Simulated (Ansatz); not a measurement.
PtSe$_{2}$ (CdI2 type)

```
PtSe2
1.0
    7.46138     0.00000     0.00000
   -1.86534     3.23087     0.00000
    0.00000     0.00000     5.25610
Pt Se
2 4
Direct
  0.00000   0.00000   0.00000
  0.50000   0.00000   0.00000
  0.33333   0.33333   0.24699
  0.83333   0.33333   0.24699
  0.16667   0.66667   0.75301
  0.66667   0.66667   0.75301
```

Scan: atom 3 (Se, nearest neighbour Pt at 2.515 Å; its periodic images, 3.7 Å or more away, move with it) is displaced towards the nearest neighbour, direction (-0.742, -0.428, -0.516) in Cartesian axes, by s. The other atoms stay.

These are r2SCAN+rVV10 (plane waves to 500 eV, PAW, scalar-relativistic; Ansatz, a quantum-chemistry and plane-wave program) values and carry that method's errors. k mesh 6×12×7 (Γ-centred), Fermi-Dirac smearing 0.05 eV. Energies are smeared free energies. Left out: 2 of 11 points, with atoms too close for the PAW data. With partly filled bands, energies and forces of such displacements shift with the k mesh and the smearing. At this level the bands of PtSe2 touch or barely overlap. PtSe2 is run without spin polarisation. PtSe2 was relaxed with its symmetry unable to fall. Spin-orbit coupling is left out, though Pt is heavy. ΔE is measured from the undisplaced structure. The last digit holds for this mesh only.

```json
[
 {"s (Å)": "-0.750", "ΔE (meV/cell)": "1195.3"},
 {"s (Å)": "-0.600", "ΔE (meV/cell)": "861.4"},
 {"s (Å)": "-0.450", "ΔE (meV/cell)": "withheld"},
 {"s (Å)": "-0.300", "ΔE (meV/cell)": "294.4"},
 {"s (Å)": "-0.150", "ΔE (meV/cell)": "88.1"},
 {"s (Å)": "0.000", "ΔE (meV/cell)": "0.0"},
 {"s (Å)": "0.150", "ΔE (meV/cell)": "129.2"},
 {"s (Å)": "0.300", "ΔE (meV/cell)": "637.3"},
 {"s (Å)": "0.450", "ΔE (meV/cell)": "1797.8"}
]
```

**Question.** Fit a polynomial form (powers 2, 3, 4) to the given rows and predict ΔE at s = -0.450.

**Answer.** Least squares on the 8 given rows: ΔE = (5012)·s² + (6741)·s³ + (3872)·s⁴, in meV/cell with s in Å; root-mean-square residual 11.77 meV/cell. At -0.450 the fit gives 559.4 meV/cell; the calculation gives 561.2 meV/cell, so the interpolation is off by -1.8 (-0.3 %). The quadratic term alone would give 1014.9 meV/cell.

(A displaced cell: forces are minus the slopes of the energy, force constants its curvatures, and phonons follow from these.)
